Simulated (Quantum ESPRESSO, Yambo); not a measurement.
BaTiO3 (cubic perovskite, space group Pm-3m, No. 221): static response along x against the Γ-centred k mesh (Yambo on norm-conserving LDA (Quantum ESPRESSO, 84 Ry, no spin-orbit coupling) bands; 57 bands, 3 Ry block). The smallest direct LDA gap is 1.85 eV.

```json
[
 {"k mesh": "4×4×4", "ε(0), independent particles": "7.48", "ε(0), RPA with local fields": "7.22", "rough Yambo cost": "about 1/5"},
 {"k mesh": "6×6×6", "ε(0), independent particles": "6.98", "ε(0), RPA with local fields": "6.73", "rough Yambo cost": "about 1/3"},
 {"k mesh": "8×8×8", "ε(0), independent particles": "6.92", "ε(0), RPA with local fields": "6.67", "rough Yambo cost": "within a factor of two"},
 {"k mesh": "10×10×10", "ε(0), independent particles": "6.91", "ε(0), RPA with local fields": "6.66", "rough Yambo cost": "1"}
]
```

The last step changes the RPA value by 0.1 %. Electronic response only; costs are rough.

Geometry of the Materials Project entry, not relaxed at this level; primitive cell a = b = c = 4.0077 Å, α = β = γ = 90.00°.

This is not the ordinary phase of the substance.
